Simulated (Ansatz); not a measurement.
The relaxed structure here is a generated cell of SnSe: the first start was made by placing the elements on the sites of a structure type, and the end was not matched to a known phase here, so it may be hypothetical. Known forms of SnSe include space group No. 62.

The end point of a relaxation of SnSe. Space group Imm2 (No. 44). Calculation: r2SCAN (plane waves to 500 eV, PAW, scalar-relativistic; Ansatz, a program for electronic structure).

```cif
data_Se2Sn2
_chemical_formula_sum 'Sn2 Se2'
_space_group_name_H-M_alt 'Imm2'
_space_group_IT_number 44
_space_group_name_Hall 'I 2 -2'
_cell_length_a 4.22452
_cell_length_b 6.03173
_cell_length_c 4.36041
_cell_angle_alpha 90.000
_cell_angle_beta 90.000
_cell_angle_gamma 90.000
loop_
_atom_site_label
_atom_site_type_symbol
_atom_site_symmetry_multiplicity
_atom_site_Wyckoff_symbol
_atom_site_fract_x
_atom_site_fract_y
_atom_site_fract_z
_atom_site_occupancy
Sn1 Sn 2 a 0.00000 0.00000 0.00834 1
Se1 Se 2 b 0.00000 0.50000 0.06666 1
```
(The calculation used a cell of 2 atoms; values per cell refer to that cell.)

### Question
What band gap does r2SCAN give?

### Answer
No clear gap: the sampled points leave 0.14 eV away from the symmetry points, which may be a band crossing missed between them.

### Question
What is the computed smallest direct gap (r2SCAN)?

### Answer
0.17 eV at 11 % of the way from T to W.

No spin polarisation in the result.

The run could not lose the symmetry of its start, so the end can be a saddle point.
